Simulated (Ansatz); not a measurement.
Values for one crystal, relaxed and computed with r²SCAN (plane waves, PAW; program Ansatz); other levels are named.

```yaml
volume_per_atom: 20.39 Å³
electronic_character: metallic (no gap)
Formation energy from the elements (no fitted shifts): -0.59 eV/atom
Density of states at the Fermi level: 1.1 states/eV per atom (mean over ±0.08 eV)
```

Problem. Which of these materials gives this?
(A) Zr5Ga3, P6_3/mcm (Zr on 4d, Zr on 6g, Ga on 6g)
(B) AlGaNi6, P4/mmm (Pearson symbol tP8)
(C) EuGa2, P6/mmm (Eu on 1a, Ga on 2d)
(D) Ti3Ga, P6_3/mmc (Ti on 6h, Ga on 2c)

Solution. A, Zr5Ga3, P6_3/mcm (Zr on 4d, Zr on 6g, Ga on 6g)

The workflow started from a Materials Project entry (that database holds measured and hypothetical structures alike); the Crystallography Open Database copy checked does not list it. Whether it is the stable phase at ambient conditions was not checked. Symmetry was held in the r²SCAN relaxation; whether a distortion lowers the energy is not shown. The run is not spin-polarised. The references are the lowest solids computed at this level, not always the standard phases. Scalar-relativistic: spin–orbit coupling is off unless named, which matters more the heavier the elements.

Potentials: the later of the program's two PAW sets.
